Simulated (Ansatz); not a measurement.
Run on Ti (hcp type): DFT, PBEsol, all-electron LAPW, scalar-relativistic (Ansatz 0.2.0). This run: volume at 0.55 of the series' base cell.

The base cell comes from a relaxation on PAW files under the same functional.

Command: `ansatz run input.yaml --threads 1 --pin off --max-ram 2048MiB --backend cpu --events-out ev --progress --plain --runs-dir out` It took 36 s on 1 thread of Arm Neoverse V1 (shared host), peak memory 0.49 GiB.

```yaml
crystal:
  lattice:
    - [2.2205436699, 0.0, 0.0]
    - [-1.1102718349, 1.9230472283, 0.0]
    - [0.0, 0.0, 4.3107676285]
  atoms:
    - { symbol: Ti, position: [0.3333333333, 0.6666666667, 0.25] }
    - { symbol: Ti, position: [0.6666666667, 0.3333333333, 0.75] }
kpoints:
  mp_grid: { grid: [17, 17, 9] }
scf:
  occupations: { method: fermi_dirac, width: 0.08 }
hamiltonian:
  xc: pbesol
  pseudopotentials: { kind: all_electron, lapw: { basis_error: 0.001 } }
output:
  forces: true
  stress: true
  eigenvalues: true
  populations: true
```

Output:

```
Ti: projections on atomic orbitals take those of the free atom 1s2 2s2 2p6 3s2 3p6 3d2 4s2, of charge +0.00 (hamiltonian.pseudopotentials.projection_atoms)
LAPW: plane waves up to 9.910 Å⁻¹, error target 1.0e-3 eV per atom; small_component_spin mean_spin; Ti in spheres of 1.110 Å, 20 of its electrons in bands, Dirac shells [] (how accurate: hamiltonian.pseudopotentials.lapw.basis_error, Limitations)
Engine: ansatz 0.2.0
Pseudopotentials: kind: all_electron
Pseudopotential: Ti, LAPW, valence charge 20, lapw/all_electron/scalar/gaussian/Ti, Koelling and Harmon's equation, gaussian nucleus
Functional definition: PBEsol
  exchange = pbesol_x
  correlation = pbesol_c
Crystal: 2 atoms, lattice volume = 18.408 Å³
Basis set: ecut = 374.1377916748632 eV, 313 PW (Γ), exchange–correlation at level 2
Bands: 24, of which v1, the nominal top of the filled ones, is band 20 counted from 1 (19 counted from 0)
Symmetry: 24 space group operations
Space group: P63/mmc (ITA 194), of the structure as read, at distance tolerance 2.6e-5 Å
k-points: 165 of 2601
Non-local potential: Ti, projectors of the file, none
Initial density: superposition of atomic densities (chi_scale 0.1, normalization cell)
Initial wavefunctions: plane waves of lowest kinetic energy (no species holds an atomic orbital)
Functional: x = pbesol(κ = 0.804, μ = 0.12345679012345678), c = pbesol(β = 0.046)
iter 1 solved again at ethr=2.27e-4 eV; its pass at ethr=1.00e-1 eV (dr2=9.10e-2 eV) is discarded
SCF iter   1: F=—  HF=-46409.918524 eV  |F-HF|=—  |Δ(HF+E_count)|=         —  Δρ=2.82e-2  dr2=9.13e-2  ethr=2.27e-4  ⟨swp⟩=2.9  Hψ=25642  notcnv=0
preconditioner: auto → none  [metal: Δε(μ)=0.030 eV  Ē_g=22.647 eV  σ=0.080 eV  W_gap=0.09  n_scr=4 (ndim 8)  ℏωp=38.7 eV  f_vac=0.000  D(μ)=0.78/eV (n_scr^D=2)  sad-step TF]
SCF iter   2: F=—  HF=-46409.803791 eV  |F-HF|=—  |Δ(HF+E_count)|=   1.15e-1  Δρ=1.61e-2  dr2=3.81e-2  ethr=2.27e-4  ⟨swp⟩=2.2  Hψ=13092  notcnv=0
iter 3 solved again at ethr=6.22e-6 eV; its pass at ethr=9.53e-5 eV (dr2=2.49e-3 eV) is discarded
SCF iter   3: F=—  HF=-46409.788954 eV  |F-HF|=—  |Δ(HF+E_count)|=   1.48e-2  Δρ=4.72e-3  dr2=2.48e-3  ethr=6.22e-6  ⟨swp⟩=2.0  Hψ=20665  notcnv=0
SCF iter   4: F=—  HF=-46409.788343 eV  |F-HF|=—  |Δ(HF+E_count)|=   6.11e-4  Δρ=9.06e-4  dr2=7.66e-5  ethr=6.21e-6  ⟨swp⟩=2.0  Hψ=12451  notcnv=0
SCF iter   5: F=—  HF=-46409.788345 eV  |F-HF|=—  |Δ(HF+E_count)|=   2.44e-6  Δρ=5.32e-5  dr2=2.81e-7  ethr=1.91e-7  ⟨swp⟩=2.0  Hψ=12451  notcnv=0
SCF iter   6: F=-46409.788345 eV  HF=-46409.788345 eV  |F-HF|=8.51e-10  |Δ(HF+E_count)|=   1.01e-7  Δρ=2.88e-6  dr2=1.14e-9  ethr=7.02e-10  ⟨swp⟩=2.8  Hψ=12867  notcnv=0
SCF 1 converged in 6 iterations: F = -46409.788345 eV  dr2 = 1.14e-9
SCF converged after 6 iterations
Free energy (F): -46409.788345 eV
Harris-Foulkes:  -46409.788345 eV  (|F-HF|=8.51e-10)
Internal energy: -46409.770147 eV  (E = F + TS)
E sigma→0 (E₀):  -46409.779246 eV
Entropy (-TS):   -0.018198 eV (-9.099 meV/atom)
Fermi energy:    27.024944 eV
--- Per-component energies (eV) ---
  E_band       = -6877.996075
  E_kinetic    = 46907.521950
  E_xc         = -2262.917699
  E_electrostatic = -91054.374397  (all electrons and nuclei)
  E_smearing   = -0.018198  (= −TS)
  E_closure    = 0.000000  (closes the sum)
  E_atoms      = -46400.709995  (free atoms, spherical and without spin; not in F)
  Σ components = -46409.788345   (vs F -46409.788345, Δ=0.00e0)
  Basis errors (estimates in eV, not in F): energy 2.2e-4 per atom: plane waves 1.7e-4 (9.2e-5 summed), levels above the bands 3.9e-20, relativity 2.6e-8, radial functions 4.4e-5, core shells 1.1e-14; eigenvalues (radial functions only) 5.7e-7; not estimated: angular momenta, meshes, grids; target (lapw.basis_error) 1.0e-3; muffin-tin radii Ti 1.110 Å
--- Forces (eV/Å), atoms counted from 1 ---
  atom   1  Ti    -0.00000000     0.00000000     0.00000000
  atom   2  Ti     0.00000000    -0.00000000     0.00000000
  max |Σ_I F_I| component: 9.25e-18 eV/Å
--- Stress (GPa, compression-positive) ---
      166.908319       0.000000       0.000000
        0.000000     166.908319       0.000000
        0.000000       0.000000     167.131300
  P = ⅓ Tr σ = 166.9826 GPa (1669.826 kbar)
--- Band table (eV; the first three rows and the last of 165) ---
  k-point 0: bands = ["-500.7760", "-500.7760", "-408.4637", "-408.4637", "-408.4631", "-408.4631", "-408.4631", "-408.4631", "-29.5132", "-28.8160", "-6.8954", "-3.8121", "-2.7717", "-2.7717", "-2.5852", "-2.5852", "21.3328", "23.8569", "25.9639", "28.4055", "28.4055", "28.9279", "28.9279", "29.3990"]
  k-point 1: bands = ["-500.7760", "-500.7760", "-408.4637", "-408.4637", "-408.4631", "-408.4631", "-408.4631", "-408.4631", "-29.4934", "-28.8385", "-6.8105", "-3.9158", "-2.7662", "-2.7662", "-2.5908", "-2.5908", "21.5163", "23.8921", "25.9168", "28.4033", "28.4033", "28.8958", "28.8958", "29.0910"]
  k-point 2: bands = ["-500.7760", "-500.7760", "-408.4637", "-408.4637", "-408.4631", "-408.4631", "-408.4631", "-408.4631", "-29.4362", "-28.9026", "-6.5638", "-4.2096", "-2.7501", "-2.7501", "-2.6072", "-2.6072", "22.0404", "23.9872", "25.7927", "28.2768", "28.4049", "28.4049", "28.8094", "28.8094"]
  k-point 164: bands = ["-500.7760", "-500.7760", "-408.4637", "-408.4637", "-408.4631", "-408.4631", "-408.4631", "-408.4631", "-27.5716", "-27.5631", "-6.4955", "-6.4519", "-5.8959", "-5.8095", "-4.0454", "-4.0126", "24.3211", "24.5862", "25.3600", "25.8209", "28.0711", "28.1609", "29.8650", "29.9412"]
--- Löwdin populations: 2 sites ---
  site symbol       q [e]
     0     Ti     21.9537
     1     Ti     21.9537
  spilling = 0.002104 (of n_electrons = 44.000000)
```

populations.tsv:

```
# site	symbol	l	j	q
# orbitals = lowdin
# n_electrons = 44.000000
# spilling = 0.002104
# projection_atom_Ti: 1s2 2s2 2p6 3s2 3p6 3d2 4s2
0	Ti	0_1S	-	1.999911
0	Ti	0_2S	-	1.994894
0	Ti	0_3S	-	1.889158
0	Ti	0_4S	-	0.525133
0	Ti	1_2P	-	5.999831
0	Ti	1_3P	-	5.911209
0	Ti	2_3D	-	3.633586
1	Ti	0_1S	-	1.999911
1	Ti	0_2S	-	1.994894
1	Ti	0_3S	-	1.889158
1	Ti	0_4S	-	0.525133
1	Ti	1_2P	-	5.999831
1	Ti	1_3P	-	5.911209
1	Ti	2_3D	-	3.633586
```

Next run (volume at 0.45 of the series' base cell), as changes to the input before:

```diff
   lattice:
-    - [2.2205436699, 0.0, 0.0]
-    - [-1.1102718349, 1.9230472283, 0.0]
-    - [0.0, 0.0, 4.3107676285]
+    - [2.0807466602, 0.0, 0.0]
+    - [-1.0403733301, 1.8019794666, 0.0]
+    - [0.0, 0.0, 4.0168411902]
   atoms:
```

Results part of the output:

```
SCF 1 converged in 6 iterations: F = -46405.009501 eV  dr2 = 2.62e-10
SCF converged after 6 iterations
Free energy (F): -46405.009501 eV
Harris-Foulkes:  -46405.009501 eV  (|F-HF|=8.15e-10)
Internal energy: -46404.994919 eV  (E = F + TS)
E sigma→0 (E₀):  -46405.002210 eV
Entropy (-TS):   -0.014582 eV (-7.291 meV/atom)
Fermi energy:    33.188651 eV
--- Per-component energies (eV) ---
  E_band       = -6634.046560
  E_kinetic    = 46930.591364
  E_xc         = -2271.540138
  E_electrostatic = -91064.046145  (all electrons and nuclei)
  E_smearing   = -0.014582  (= −TS)
  E_closure    = 0.000000  (closes the sum)
  E_atoms      = -46400.709995  (free atoms, spherical and without spin; not in F)
  Σ components = -46405.009501   (vs F -46405.009501, Δ=0.00e0)
  Basis errors (estimates in eV, not in F): energy 2.5e-4 per atom: plane waves 2.1e-4 (1.1e-4 summed), levels above the bands 8.5e-22, relativity 4.2e-8, radial functions 4.1e-5, core shells 2.1e-13; eigenvalues (radial functions only) 6.5e-7; not estimated: angular momenta, meshes, grids; target (lapw.basis_error) 1.0e-3; muffin-tin radii Ti 1.040 Å
--- Forces (eV/Å), atoms counted from 1 ---
  atom   1  Ti     0.00000000     0.00000000     0.00000000
  atom   2  Ti    -0.00000000     0.00000000    -0.00000000
  max |Σ_I F_I| component: 4.63e-18 eV/Å
--- Stress (GPa, compression-positive) ---
      305.707459       0.000000      -0.000000
        0.000000     305.707459       0.000000
       -0.000000       0.000000     305.610479
  P = ⅓ Tr σ = 305.6751 GPa (3056.751 kbar)
--- Band table (eV; the first three rows and the last of 165) ---
  k-point 0: bands = ["-494.1650", "-494.1650", "-401.8851", "-401.8851", "-401.8653", "-401.8653", "-401.8653", "-401.8653", "-24.6667", "-23.3276", "-2.4998", "2.6403", "4.2184", "4.2184", "4.5350", "4.5350", "28.2434", "29.9223", "31.9318", "34.2811", "34.2811", "34.9730", "34.9730", "37.9678"]
  k-point 1: bands = ["-494.1650", "-494.1650", "-401.8851", "-401.8851", "-401.8653", "-401.8653", "-401.8653", "-401.8653", "-24.6307", "-23.3732", "-2.3599", "2.4611", "4.2278", "4.2278", "4.5253", "4.5253", "28.5124", "29.9758", "31.8630", "34.2762", "34.2762", "34.9287", "34.9287", "37.5912"]
  k-point 2: bands = ["-494.1650", "-494.1650", "-401.8851", "-401.8851", "-401.8653", "-401.8653", "-401.8653", "-401.8653", "-24.5257", "-23.5024", "-1.9540", "1.9575", "4.2550", "4.2550", "4.4975", "4.4975", "29.2836", "30.1321", "31.6682", "34.2738", "34.2738", "34.8101", "34.8101", "36.5726"]
  k-point 164: bands = ["-494.1650", "-494.1650", "-401.8851", "-401.8851", "-401.8653", "-401.8653", "-401.8653", "-401.8653", "-21.2320", "-21.2143", "-1.5997", "-1.5302", "-0.6973", "-0.5416", "2.2197", "2.2764", "29.3608", "29.6659", "30.6443", "31.5134", "34.8068", "34.8487", "36.7597", "36.7861"]
--- Löwdin populations: 2 sites ---
  site symbol       q [e]
     0     Ti     21.9570
     1     Ti     21.9570
  spilling = 0.001954 (of n_electrons = 44.000000)
```

Next run (volume at 0.4 of the series' base cell), as changes to the input before:

```diff
   lattice:
-    - [2.0807466602, 0.0, 0.0]
-    - [-1.0403733301, 1.8019794666, 0.0]
-    - [0.0, 0.0, 4.0168411902]
+    - [2.0093083521, 0.0, 0.0]
+    - [-1.004654176, 1.7401120769, 0.0]
+    - [0.0, 0.0, 3.8289295253]
   atoms:
   mp_grid: { grid: [17, 17, 9] }
+  band_path:
+    path:
+      - [0.0, 0.0, 0.0]
+      - [0.5, 0.0, 0.0]
+      - [0.3333333333, 0.3333333333, 0.0]
+      - [0.0, 0.0, 0.0]
+      - [0.0, 0.0, 0.5]
+      - [0.5, 0.0, 0.5]
+      - [0.3333333333, 0.3333333333, 0.5]
+      - [0.0, 0.0, 0.5]
+      - [0.5, 0.0, 0.5]
+    npoints: 8
 scf:
   populations: true
+  dos: { projected: true, de: 0.2, e_range: [-14, 8] }
```

Results part of the output:

```
SCF 1 converged in 6 iterations: F = -46401.231629 eV  dr2 = 1.12e-9
NSCF: frozen V_eff on 65 k-points
SCF converged after 6 iterations
Free energy (F): -46401.231629 eV
Harris-Foulkes:  -46401.231629 eV  (|F-HF|=1.24e-10)
Internal energy: -46401.216116 eV  (E = F + TS)
E sigma→0 (E₀):  -46401.223873 eV
Entropy (-TS):   -0.015513 eV (-7.756 meV/atom)
Fermi energy:    37.364196 eV
--- Per-component energies (eV) ---
  E_band       = -6473.944946
  E_kinetic    = 46946.857659
  E_xc         = -2277.275091
  E_electrostatic = -91070.798684  (all electrons and nuclei)
  E_smearing   = -0.015513  (= −TS)
  E_closure    = 0.000000  (closes the sum)
  E_atoms      = -46400.709995  (free atoms, spherical and without spin; not in F)
  Σ components = -46401.231629   (vs F -46401.231629, Δ=0.00e0)
  Basis errors (estimates in eV, not in F): energy 2.6e-4 per atom: plane waves 2.2e-4 (1.2e-4 summed), levels above the bands 9.0e-23, relativity 4.2e-8, radial functions 3.5e-5, core shells 8.2e-13; eigenvalues (radial functions only) 6.6e-7; not estimated: angular momenta, meshes, grids; target (lapw.basis_error) 1.0e-3; muffin-tin radii Ti 1.005 Å
--- Forces (eV/Å), atoms counted from 1 ---
  atom   1  Ti    -0.00000000     0.00000000     0.00000000
  atom   2  Ti     0.00000000    -0.00000000     0.00000000
  max |Σ_I F_I| component: 9.25e-18 eV/Å
--- Stress (GPa, compression-positive) ---
      426.278636       0.000000       0.000000
        0.000000     426.278636       0.000000
        0.000000       0.000000     425.476673
  P = ⅓ Tr σ = 426.0113 GPa (4260.113 kbar)
--- Band table (eV; the first three rows and the last of 165) ---
  k-point 0: bands = ["-489.8168", "-489.8168", "-397.5595", "-397.5595", "-397.5227", "-397.5227", "-397.5227", "-397.5227", "-21.7024", "-19.7411", "0.1538", "7.0276", "8.8188", "8.8188", "9.2675", "9.2675", "32.7730", "33.9099", "36.5085", "38.1293", "38.1293", "38.9794", "38.9794", "42.9730"]
  k-point 1: bands = ["-489.8168", "-489.8168", "-397.5595", "-397.5595", "-397.5227", "-397.5227", "-397.5227", "-397.5227", "-21.6519", "-19.8115", "0.3419", "6.7832", "8.8321", "8.8321", "9.2537", "9.2537", "33.0747", "33.9678", "36.4542", "38.1196", "38.1196", "38.9219", "38.9219", "43.1059"]
  k-point 2: bands = ["-489.8168", "-489.8168", "-397.5595", "-397.5595", "-397.5227", "-397.5227", "-397.5227", "-397.5227", "-21.5041", "-20.0092", "0.8860", "6.1010", "8.8705", "8.8705", "9.2141", "9.2141", "33.8871", "34.1352", "36.3453", "38.1083", "38.1083", "38.7688", "38.7688", "42.6502"]
  k-point 164: bands = ["-489.8168", "-489.8168", "-397.5595", "-397.5595", "-397.5228", "-397.5228", "-397.5228", "-397.5228", "-17.0874", "-17.0597", "1.5049", "1.5940", "2.6218", "2.8477", "6.3690", "6.4469", "32.7090", "33.0467", "34.1362", "35.2951", "39.3244", "39.3330", "41.3859", "41.4571"]
--- Löwdin populations: 2 sites ---
  site symbol       q [e]
     0     Ti     21.9558
     1     Ti     21.9558
  spilling = 0.002010 (of n_electrons = 44.000000)
```

The structure type is held throughout; the real material can change phase at far lower pressure.
